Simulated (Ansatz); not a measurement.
# ZnCd3Se2S2: rattling a relaxed structure

It was reached by relaxing an invented guess, and it needn't be the stable form of this composition.

Computed with DFT PBE, scalar-relativistic, plane waves, PAW in Ansatz 0.2.0. Cutoff 420 eV; k points 6×6×6 on the computed 8-atom cell (Γ-centred); Gaussian smearing, width 0.02 eV; no spin polarisation.

The cell below (8 atoms, space group Fmm2 (No. 42)) is relaxed within its symmetry.

```xyz
8
Lattice="0.0000 4.2165 5.9300 4.1883 0.0000 5.9300 4.1883 4.2165 0.0000" Properties=species:S:1:pos:R:3 pbc="T T T"
Zn    4.1883    4.2165   11.7661
Cd    6.2824    6.3248    8.9712
Cd    2.0941    2.1083    3.0412
Cd    4.1883    4.2165    5.8862
Se    4.1883    6.4481    7.3364
Se    4.1883    1.9849    7.3364
S     1.9781    4.2165    4.5163
S     6.3984    4.2165    4.5163
```

For the test it was strained at random (σ = 1.5 % a component), the atoms were moved at random (σ = 0.15 Å), and all was relaxed again on a coarse 4×4×4 mesh (in the run’s order of axes) with 0.10 eV smearing, with no symmetry imposed.

Question: Does it come back?

Answer: It returns, within 1 meV/atom of the unmoved cell on that mesh and with the same symmetry when read at 0.1 Å (C2 at 0.01 Å, so small strains and shifts remain). No instability shows in this cell; modes of other wave vectors, which need another repeat, aren't tested.
